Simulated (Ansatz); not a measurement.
## Trial structures of Ca₄AlO: starts and ends

Method: DFT PBE, scalar-relativistic, plane waves, PAW in Ansatz. Settings: cutoff 420 eV, Γ-centred meshes spaced at most about 0.3 Å⁻¹, and about 0.25 Å⁻¹ or finer for metals (2π included), Gaussian smearing. No spin polarisation in the final relaxations.

Each guess was relaxed in cell and atoms at zero pressure, within the symmetry of its start. These are static total energies at zero pressure. Coordination counts Al or Ca atoms around O (for each partner element, those within 1.25 times its shortest distance or 1.15 times the sum of covalent radii, where it is the nearest in units of that sum or under 1.3; the shortest distance is added where it exceeds 1.18 times the sum of covalent radii).

```json
{"guess": "1", "made from": "Hf4AlSi type", "start group": "I422", "V start (Å³/atom)": "21.3", "end group": "I422", "V end (Å³/atom)": "27.6", "coordination at the end": "O 8 from 3.0 Å", "gap on mesh (eV)": "0", "E over the lowest end (meV/atom)": "232"}
{"guess": "2", "made from": "NdAlCu4 type", "start group": "P-6m2", "V start (Å³/atom)": "21.2", "end group": "?", "V end (Å³/atom)": "?", "coordination at the end": "?", "gap on mesh (eV)": "?", "E over the lowest end (meV/atom)": "?"}
{"guess": "3", "made from": "TbMgCo4 type", "start group": "F-43m", "V start (Å³/atom)": "20.4", "end group": "F-43m", "V end (Å³/atom)": "31.3", "coordination at the end": "O 12 from 3.8 Å", "gap on mesh (eV)": "0", "E over the lowest end (meV/atom)": "1231"}
{"guess": "4", "made from": "AlTlF4 type", "start group": "P4/mmm", "V start (Å³/atom)": "17.8", "end group": "P4/mmm", "V end (Å³/atom)": "30.6", "coordination at the end": "O 4", "gap on mesh (eV)": "0", "E over the lowest end (meV/atom)": "0"}
```

Guess 2 as it starts:

```cif
data_structure
_symmetry_space_group_name_H-M 'P-6m2'
_symmetry_Int_Tables_number 187
_cell_length_a 5.7836
_cell_length_b 5.7836
_cell_length_c 4.3930
_cell_angle_alpha 90.000
_cell_angle_beta 90.000
_cell_angle_gamma 120.000
_cell_volume 127.26
loop_
_atom_site_label
_atom_site_type_symbol
_atom_site_symmetry_multiplicity
_atom_site_Wyckoff_symbol
_atom_site_fract_x
_atom_site_fract_y
_atom_site_fract_z
_atom_site_occupancy
Ca1 Ca 1 c 0.33333 0.66667 0.00000 1
Ca2 Ca 3 k 0.16764 0.33528 0.50000 1
Al1 Al 1 e 0.66667 0.33333 0.00000 1
O1 O 1 a 0.00000 0.00000 0.00000 1
```

**Question.** Fill in the missing row: what does this guess relax into, and where does it rank?

**Answer.** It ends in space group P-6m2 (No. 187), with a = 8.643 Å, c = 3.342 Å, 36.0 Å³/atom and no gap. It lies 0.42 eV/atom over the lowest end, above guess 1 and below guess 3. Counting Al or Ca atoms around O, this end has O 6 and the lowest (guess 4) has O 4.

```
CELL_PARAMETERS angstrom
8.64289 0.00000 0.00000
-4.32144 7.48496 0.00000
0.00000 0.00000 3.34188
ATOMIC_POSITIONS crystal
Ca 0.33333 0.66667 0.00000
Ca 0.12240 0.24480 0.50000
Ca 0.75520 0.87760 0.50000
Ca 0.12240 0.87760 0.50000
Al 0.66667 0.33333 0.00000
O 0.00000 0.00000 0.00000
```

Formation energies are uncorrected and refer to the elements' standard structures at the same level (O₂ as a molecule).

**Question.** Is the lowest end bound against the elements?

**Answer.** Yes: its formation energy is −0.66 eV/atom. A negative formation energy is needed for stability but isn't enough: competing phases decide.

O stands nearly free of neighbours here, and without spin polarisation the energy of such atoms comes out too high. A magnetic state wasn't ruled out in cells without spin, among them F-43m. Cells relaxed within their symmetry can be saddle points. A lower structure may well exist outside this small set. Some types were kept out of the candidates beforehand, so the set may lack a known form.
